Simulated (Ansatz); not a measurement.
ZnS:
```yaml
crystal:
  lattice:
    - [3.84516, 0.00000, 0.00000]
    - [-1.92258, 3.33000, 0.00000]
    - [0.00000, 0.00000, 6.30554]
  atoms:
    - { symbol: Zn, position: [0.66667, 0.33333, 0.99986] }
    - { symbol: Zn, position: [0.33333, 0.66667, 0.49986] }
    - { symbol: S, position: [0.66667, 0.33333, 0.62534] }
    - { symbol: S, position: [0.33333, 0.66667, 0.12534] }
```

Relaxed with PBE. Independent-particle spectrum: no excitons, no local fields, no scissors shift; 0.1 eV broadening; ε₁ of the summed bands alone.

Tabulate the dielectric function from plane-wave PAW PBE (Ansatz code).



```
E (eV)  ε₁ xx  ε₂ xx  ε₁ zz  ε₂ zz
------  -----  -----  -----  -----
0.0      6.12   0.00   6.22   0.00
0.5      6.17   0.00   6.27   0.00
1.0      6.31   0.00   6.42   0.00
1.5      6.59   0.00   6.70   0.00
2.0      7.25   0.03   7.31   0.00
2.5      7.57   0.85   7.86   0.90
3.0      7.87   1.13   8.07   1.30
3.5      8.68   1.43   8.68   1.65
4.0     10.38   3.63  10.04   2.23
4.5     10.68   6.25  14.52   5.49
5.0      9.09   8.16   7.79  11.35
5.5      5.55   8.79   3.42  11.32
6.0      1.43   9.00   1.82   6.03
6.5      4.18   8.09   4.19   8.93
7.0     -2.16  11.38  -2.10  10.18
7.5     -1.64   7.73  -1.18   6.74
8.0     -1.65   5.92  -1.73   6.85
8.5     -3.15   6.26  -2.74   5.34
9.0     -2.57   3.35  -2.54   3.14
9.5     -1.74   3.19  -1.42   2.96
10.0    -1.75   3.39  -1.54   3.75
10.5    -2.25   2.57  -2.30   2.69
11.0    -1.91   1.70  -1.97   1.73
11.5    -1.37   1.56  -1.37   1.53
12.0    -1.32   1.37  -1.40   1.32
```

From ε at 2.6 eV (xx: 7.60 + 0.92i), find n, k, the normal reflectivity and the absorption coefficient.

n = 2.76, k = 0.167, R = 22 %, α = 2kE/ħc = 44000 cm⁻¹.

With all bands, ε∞ without local fields is 6.21 (xx = yy), 6.32 (zz). DFPT, with local fields, gives 5.83 (xx = yy), 5.99 (zz).

Space group P6_3mc (wurtzite). The PBE relaxation kept the symmetry of its start; phonons on a q-mesh show no instability.

Potentials: the later of the program's two PAW sets.
